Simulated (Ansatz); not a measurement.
CaCd2P2:
```cif
data_CaCd2P2
_chemical_formula_sum 'Ca1 Cd2 P2'
_space_group_name_H-M_alt 'P 1'
_space_group_IT_number 1
_cell_length_a 4.24693
_cell_length_b 4.24693
_cell_length_c 6.92755
_cell_angle_alpha 90.000
_cell_angle_beta 90.000
_cell_angle_gamma 120.000
loop_
_space_group_symop_operation_xyz
  'x, y, z'
loop_
_atom_site_label
_atom_site_type_symbol
_atom_site_fract_x
_atom_site_fract_y
_atom_site_fract_z
_atom_site_occupancy
Ca1 Ca 0.00000 0.00000 0.00000 1
Cd1 Cd 0.33333 0.66667 0.63828 1
Cd2 Cd 0.66667 0.33333 0.36172 1
P1 P 0.66667 0.33333 0.76125 1
P2 P 0.33333 0.66667 0.23875 1
```

Relaxed with PBEsol. Plane-wave PAW PBEsol (Ansatz code) gives a gap of 0.88 eV.

What gap does HSE06 give on the same cell (Ansatz, PAW)?

1.74 eV, 0.86 eV more. The hybrid was solved on a coarser mesh and at special points; the gap given is the minimum over both.

```
k  v1 PBEsol  c1 PBEsol  v1 HSE06  c1 HSE06
-  ---------  ---------  --------  --------
Γ       0.00       0.88      0.00      1.74
A      -0.59       1.09         …         …
K      -2.01       2.53         …         …
H      -1.58       2.16         …         …
M      -1.36       1.16     -1.45      1.91
L      -1.01       1.42         …         …
```

Top valence (v1) and lowest conduction level (c1) in eV from each method's valence maximum (which need not be a listed point): supply the withheld HSE06 values.


- A, v1 HSE06: -0.65
- A, c1 HSE06: 2.00
- H, v1 HSE06: -1.68
- H, c1 HSE06: 3.00
- L, v1 HSE06: -1.11
- L, c1 HSE06: 2.22
- K, v1 HSE06: -2.22
- K, c1 HSE06: 3.28

Cost on shared cores: the PBEsol run (SCF on a 8×8×4 mesh, then bands and DOS) very roughly 60 core-seconds, the HSE06 run (SCF on 5×5×3, then a few points) very roughly 5 core-minutes; the tasks are unlike.

Space group P-3m1. The workflow started from a Materials Project entry (that database holds measured and hypothetical structures alike); the Crystallography Open Database files this formula in space group No. 164, but the cells were not matched. Whether it is the stable phase at ambient conditions was not checked. The cell was relaxed with PBEsol under the symmetry of its start; whether a distortion lowers the energy is not shown. Scalar-relativistic: spin–orbit coupling is off unless named, which matters more the heavier the elements.

Potentials: the later of the program's two PAW sets.
